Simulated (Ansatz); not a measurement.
A: NaI (rock salt), a = b = c = 6.5290 Å, α = β = γ = 90.00°
B: AgBr (rock salt), a = b = c = 5.8409 Å, α = β = γ = 90.00°
C: Li₂O (anti-fluorite), a = 4.6261 Å, b = 4.6261 Å, c = 4.6261 Å, α = 90.00°, β = 90.00°, γ = 90.00°
D: CsI (CsCl type), a = b = c = 4.6669 Å, α = β = γ = 90.00°
E: Cu₂O (cuprite type, space group Pn-3m), a = b = c = 4.298 Å, α = β = γ = 90.00°

Scan: energy against volume (even scaling of the relaxed cell, symmetry kept). One method and one kind of scan serve all of them; meshes and ranges differ. All were relaxed with their symmetry unable to fall. Cu2O is run without spin polarisation. Spin-orbit coupling is left out.

Question: Put the candidates in order of bulk modulus (fitted), lowest first, for PBE (plane waves to 420 eV, PAW, scalar-relativistic; Ansatz, an electronic-structure program).

Answer: D (9.9 GPa), A (15.1 GPa), B (38.7 GPa), C (79.4 GPa), E (112 GPa)

(Under strain, the slope of the energy per volume gives the stress and its curvature an elastic modulus.)
